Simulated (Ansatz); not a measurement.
**Calculated ⁷³Ge nuclear quadrupole resonance for GePt under strain**

Cell: a structure deposited in the COD, relaxed with PBE at fixed cell and then changed (z compressed by 3 %, ions relaxed).

```cif
data_structure
_symmetry_space_group_name_H-M 'P 1'
_symmetry_Int_Tables_number 1
_cell_length_a 5.7320
_cell_length_b 3.7010
_cell_length_c 5.9054
_cell_angle_alpha 90.000
_cell_angle_beta 90.000
_cell_angle_gamma 90.000
_cell_volume 125.28
loop_
_atom_site_label
_atom_site_type_symbol
_atom_site_fract_x
_atom_site_fract_y
_atom_site_fract_z
_atom_site_occupancy
Ge1 Ge 0.81829 0.75000 0.59103 1
Ge2 Ge 0.18171 0.25000 0.40897 1
Ge3 Ge 0.68171 0.25000 0.09103 1
Ge4 Ge 0.31829 0.75000 0.90897 1
Pt5 Pt 0.99419 0.75000 0.18892 1
Pt6 Pt 0.00581 0.25000 0.81108 1
Pt7 Pt 0.50581 0.25000 0.68892 1
Pt8 Pt 0.49419 0.75000 0.31108 1
```

Atom numbers follow the list; atoms alike are taken as one site, whose name carries the number of the first.

Level of theory: DFT, PBE, plane waves and PAW, scalar-relativistic, 420 eV cutoff, Γ-centred 8×13×8 k-points, Fermi–Dirac smearing 0.05 eV (Ansatz 0.2.0).

⁷³Ge: I = 9/2, Q = -196.0 mb (year-2017 value). Static lattice, zero field.

Task: At which frequencies do the ⁷³Ge NQR lines lie?

Result: For I = 9/2 and η = 0 the lines are |C_Q|/24 times 1, 2, 3 and 4; η shifts the lowest up most. At large η the states mix, and weaker lines appear at sums of the main ones; lines under 5 % of the strongest are left out.

| site | atoms | V_zz (10²¹ V/m²) | C_Q (MHz) | η | line frequencies (MHz) |
| --- | --- | --- | --- | --- | --- |
| Ge | 1, 2, 3, 4 | 5.98 | -28.3 | 0.97 | 2.88, 2.96, 4.23, 4.34, 5.84 |

The run finds no gap above 0.1 eV (a metal, or nearly one), so the gradients can move by 10 % or more with the k-mesh. Without spin–orbit coupling the gradients at and beside Pt can be off by some per cent, at some sites by more. At this changed cell the PBE pressure is 13 GPa.
